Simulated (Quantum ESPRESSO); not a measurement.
MgGa3N3O, input and log of a self-consistent run

Computed values, not a measurement. The program is pw.x of Quantum ESPRESSO 7.5 (plane-wave density functional theory). The cell is made up: 8 atoms on a wurtzite lattice, with randomly drawn elements, strain and displacements, not relaxed. PseudoDojo standard norm-conserving files (v0.5 for PBE, v0.4.1 for LDA and PBEsol) set the functional; there is no spin polarisation, spin-orbit coupling or dispersion term, and the masses in the input are unused placeholders.

Input:

```
&control calculation='scf', pseudo_dir='./dojo.nc.sr.pbe.v0_5.standard.upf', outdir='./o', disk_io='medium', tprnfor=.true., tstress=.true. /
&system ibrav=0, nat=8, ntyp=4, nbnd=41, ecutwfc=84.00895049, nosym=.true., tot_charge=0,
 occupations='smearing', smearing='fd', degauss=0.0018374661
/
&electrons conv_thr=7.350e-09, electron_maxstep=60, /
ATOMIC_SPECIES
Ga 1.0 Ga.upf
Mg 1.0 Mg.upf
N 1.0 N.upf
O 1.0 O.upf
CELL_PARAMETERS angstrom
3.1633 0.0 0.0
0.0 5.4791 0.0
0.0 0.0 5.1273
ATOMIC_POSITIONS angstrom
Mg -0.0173 0.0226 0.213
Ga 1.6332 2.6831 -0.1394
Ga 1.5988 1.0068 2.4855
Ga -0.0425 3.6448 2.4453
N 0.1087 -0.0726 1.896
N 1.5598 2.8409 1.8788
N 1.553 0.9727 4.4112
O -0.08 3.7321 4.4884
K_POINTS automatic
6 4 4 1 1 1
```

The log is shortened where brackets say so; the opening notice, blank lines, dates and the lines on written files are dropped, and the path of the files is cut. It prints rydbergs, bohrs and kilobars, and counts compression as positive stress. With no partly filled state, the Fermi energy that it prints is only some level between the filled and the empty states on the mesh, and need not lie in the true gap.

```
     Program PWSCF v.7.5
     Parallel version (MPI & OpenMP), running on       1 processor cores
     Number of MPI processes:                 1
     Threads/MPI process:                     1
     [start-up lines left out]
     bravais-lattice index     =            0
     lattice parameter (alat)  =       5.9778  a.u.
     unit-cell volume          =     599.7012 (a.u.)^3
     number of atoms/cell      =            8
     number of atomic types    =            4
     number of electrons       =        70.00
     number of Kohn-Sham states=           41
     kinetic-energy cutoff     =      84.0090  Ry
     charge density cutoff     =     336.0358  Ry
     scf convergence threshold =      7.3E-09
     mixing beta               =       0.7000
     number of iterations used =            8  plain     mixing
     Exchange-correlation= PBE
                           (   1   4   3   4   0   0   0)
     [axes and pseudopotential details left out]
   Cartesian axes
     site n.     atom                  positions (alat units)
         1        Mg     tau(   1) = (  -0.0054690   0.0071444   0.0673347  )
         2        Ga     tau(   2) = (   0.5162963   0.8481965  -0.0440679  )
         3        Ga     tau(   3) = (   0.5054216   0.3182752   0.7857301  )
         4        Ga     tau(   4) = (  -0.0134353   1.1522145   0.7730218  )
         5        N      tau(   5) = (   0.0343628  -0.0229507   0.5993741  )
         6        N      tau(   6) = (   0.4930927   0.8980811   0.5939367  )
         7        N      tau(   7) = (   0.4909430   0.3074953   1.3944931  )
         8        O      tau(   8) = (  -0.0252900   1.1798122   1.4188980  )
     number of k points=    48  Fermi-Dirac smearing, width (Ry)=  0.0018
                       cart. coord. in units 2pi/alat
        k(    1) = (   0.0833333   0.0721674   0.0771190), wk =   0.0416667
        k(    2) = (   0.0833333   0.0721674   0.2313571), wk =   0.0416667
     [further k points left out]
     Dense  grid:    62387 G-vectors     FFT dimensions: (  36,  64,  60)
     Estimated max dynamical RAM per process >      83.57 MB
     Initial potential from superposition of free atoms
     starting charge      69.9911, renormalised to      70.0000
     Starting wfcs are   48 randomized atomic wfcs
     total cpu time spent up to now is       13.7 secs
     per-process dynamical memory:    52.5 Mb
     Self-consistent Calculation
     iteration #  1     ecut=    84.01 Ry     beta= 0.70
     Davidson diagonalization with overlap
     ethr =  1.00E-02,  avg # of iterations =  3.6
     total cpu time spent up to now is       41.8 secs
     total energy              =    -671.99275911 Ry
     estimated scf accuracy    <       2.47408494 Ry
     iteration #  2     ecut=    84.01 Ry     beta= 0.70
     Davidson diagonalization with overlap
     ethr =  3.53E-03,  avg # of iterations =  3.2
     total cpu time spent up to now is       68.4 secs
     total energy              =    -672.50811930 Ry
     estimated scf accuracy    <       3.08174410 Ry
     iteration #  3     ecut=    84.01 Ry     beta= 0.70
     Davidson diagonalization with overlap
     ethr =  3.53E-03,  avg # of iterations =  2.0
     total cpu time spent up to now is       91.5 secs
     total energy              =    -673.10738888 Ry
     estimated scf accuracy    <       0.18502193 Ry
     iteration #  4     ecut=    84.01 Ry     beta= 0.70
     Davidson diagonalization with overlap
     ethr =  2.64E-04,  avg # of iterations =  2.4
     total cpu time spent up to now is      111.9 secs
     total energy              =    -673.13851710 Ry
     estimated scf accuracy    <       0.01221376 Ry
     iteration #  5     ecut=    84.01 Ry     beta= 0.70
     Davidson diagonalization with overlap
     ethr =  1.74E-05,  avg # of iterations =  6.4
     total cpu time spent up to now is      140.8 secs
     total energy              =    -673.14176131 Ry
     estimated scf accuracy    <       0.00255955 Ry
     [iterations 6 to 8 left out]
     iteration #  9     ecut=    84.01 Ry     beta= 0.70
     Davidson diagonalization with overlap
     ethr =  2.23E-08,  avg # of iterations =  2.1
     total cpu time spent up to now is      233.4 secs
     total energy              =    -673.14209424 Ry
     estimated scf accuracy    <       0.00000103 Ry
     iteration # 10     ecut=    84.01 Ry     beta= 0.70
     Davidson diagonalization with overlap
     ethr =  1.47E-09,  avg # of iterations =  3.8
     total cpu time spent up to now is      258.3 secs
     total energy              =    -673.14209455 Ry
     estimated scf accuracy    <       0.00000044 Ry
     iteration # 11     ecut=    84.01 Ry     beta= 0.70
     Davidson diagonalization with overlap
     ethr =  6.23E-10,  avg # of iterations =  2.0
     total cpu time spent up to now is      280.7 secs
     total energy              =    -673.14209460 Ry
     estimated scf accuracy    <       0.00000004 Ry
     iteration # 12     ecut=    84.01 Ry     beta= 0.70
     Davidson diagonalization with overlap
     ethr =  5.54E-11,  avg # of iterations =  3.0
     total cpu time spent up to now is      304.3 secs
     total energy              =    -673.14209461 Ry
     estimated scf accuracy    <       0.00000002 Ry
     iteration # 13     ecut=    84.01 Ry     beta= 0.70
     Davidson diagonalization with overlap
     ethr =  2.26E-11,  avg # of iterations =  2.1
     total cpu time spent up to now is      326.3 secs
     End of self-consistent calculation
          k = 0.0833 0.0722 0.0771 (  7813 PWs)   bands (ev):
   -62.2083 -29.1239 -29.0572 -29.0460  -9.1590  -6.0178  -4.8303  -4.5980
    -4.0011  -3.9605  -3.9101  -3.8691  -3.7868  -3.7375  -3.6774  -3.5118
    -3.3862  -3.2044  -3.0734  -3.0397  -2.9944  -2.0073  -1.3930   3.1991
     3.8605   4.7422   5.9363   6.6167   7.4855   7.6890   8.3155   8.9000
     9.5839   9.7044  10.5595  12.3747  14.2754  15.4623  16.4374  17.4333
    18.4877
     [levels at the other k points left out]
     the Fermi energy is    11.1256 ev
!    total energy              =    -673.14209462 Ry
     estimated scf accuracy    <          1.5E-09 Ry
     smearing contrib. (-TS)   =      -0.00000000 Ry
     internal energy E=F+TS    =    -673.14209462 Ry
     The total energy is F=E-TS. E is the sum of the following terms:
     one-electron contribution =    -250.79156269 Ry
     hartree contribution      =     181.26387052 Ry
     xc contribution           =    -169.07957251 Ry
     ewald contribution        =    -434.53482993 Ry
     convergence has been achieved in  13 iterations
     Forces acting on atoms (cartesian axes, Ry/au):
     atom    1 type  2   force =    -0.01672595    0.04800694   -0.29654359
     atom    2 type  1   force =    -0.03860616   -0.00513986    0.04220381
     atom    3 type  1   force =     0.01853806   -0.07910578    0.04284079
     atom    4 type  1   force =     0.02053943    0.05734285    0.03666634
     atom    5 type  3   force =    -0.01835421    0.04882176    0.24160829
     atom    6 type  3   force =    -0.00702582   -0.04527463   -0.03595521
     atom    7 type  3   force =     0.00490584   -0.00320390   -0.00060920
     atom    8 type  4   force =     0.03672880   -0.02144736   -0.03021122
     Total force =     0.417798     Total SCF correction =     0.000096
     Computing stress (Cartesian axis) and pressure
          total   stress  (Ry/bohr**3)                   (kbar)     P=      191.75
   0.00090211   0.00024233   0.00014587          132.71       35.65       21.46
   0.00024233   0.00114669  -0.00004073           35.65      168.68       -5.99
   0.00014587  -0.00004073   0.00186173           21.46       -5.99      273.87
     init_run     :     11.53s CPU     13.60s WALL (       1 calls)
     electrons    :    276.27s CPU    312.62s WALL (       1 calls)
     forces       :      3.12s CPU      3.16s WALL (       1 calls)
     stress       :     10.69s CPU     10.78s WALL (       1 calls)
     [timing details left out]
     PWSCF        :   5m 1.80s CPU   5m40.47s WALL
     JOB DONE.
```

In other units: free energy -9158.565 eV for the cell, pressure 19.18 GPa, largest force component 7.624 eV/Å. A rerun of the same cell at another strain at 1437 eV and a 8 x 6 x 6 mesh moved values by no more than 0.002 eV in energy, 0.03 GPa in stress and 0.005 eV/Å in force.